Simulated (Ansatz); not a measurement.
MoP (NiAs type, P6_3/mmc) at seven volumes, DFT-PBE in the program Ansatz with PAW potentials, shape and atoms relaxed at each. One row is withheld.

| V (Å³/atom) | P (GPa) |
|---|---|
| 13.237 | 24.73 |
| 13.673 | 15.10 |
| 14.110 | 6.95 |
| 14.546 | 0.01 |
| 14.982 | -5.88 |
| 15.419 | ? |
| 15.855 | -15.11 |

Task: Fit the shown pressures and predict the withheld one.

Result: P = (3/2)B₀(x^(7/2) − x^(5/2))[1 + (3/4)(B′ − 4)(x − 1)] with x = (V₀/V)^(2/3). Least squares on the six rows gives V₀ = 14.547 Å³/atom, B₀ = 212 GPa, B′ = 4.44. At V = 15.419, x = 0.9619 and P = -10.85 GPa. The run itself gave -10.87 GPa.

The cell is a constructed one: a structure type filled with these elements; neither database checked (COD, Materials Project) lists it. COD files the formula under space group No. 187, so this cell is another polymorph or a model. Whether it is the stable phase at ambient conditions was not checked. The PBE relaxation kept the symmetry of its start; whether a distortion lowers the energy is not shown. No spin polarisation was allowed.

Potentials: the later of the program's two PAW sets.
